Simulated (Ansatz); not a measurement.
In$_{2}$SbAs in space group R3m (No. 160; In on 3a, In on 3a, Sb on 3a, As on 3a) at seven volumes, plane-wave PAW PBEsol (Ansatz code), shape and atoms relaxed at each. One row is withheld.

```
V (Å³/atom)  P (GPa)
-----------  -------
28.546          5.64
29.487             ?
30.428          1.57
31.369          0.00
32.311         -1.32
33.252         -2.43
34.193         -3.35
```

Q: Fit the shown pressures and predict the withheld one.

A: P = (3/2)B₀(x^(7/2) − x^(5/2))[1 + (3/4)(B′ − 4)(x − 1)] with x = (V₀/V)^(2/3). Least squares on the six rows gives V₀ = 31.369 Å³/atom, B₀ = 47.8 GPa, B′ = 4.76. At V = 29.487, x = 1.0421 and P = 3.43 GPa. The run itself gave 3.43 GPa.

The first step of the workflow began from a Materials Project structure, measured or hypothetical; the Crystallography Open Database copy checked does not list it. Its standing as an ambient phase is unchecked. The cell was relaxed with PBEsol under the symmetry of its start; its stability against distortions is not shown here. Scalar-relativistic: spin–orbit coupling is off unless named, which matters more the heavier the elements.

Potentials: the later of the program's two PAW sets.
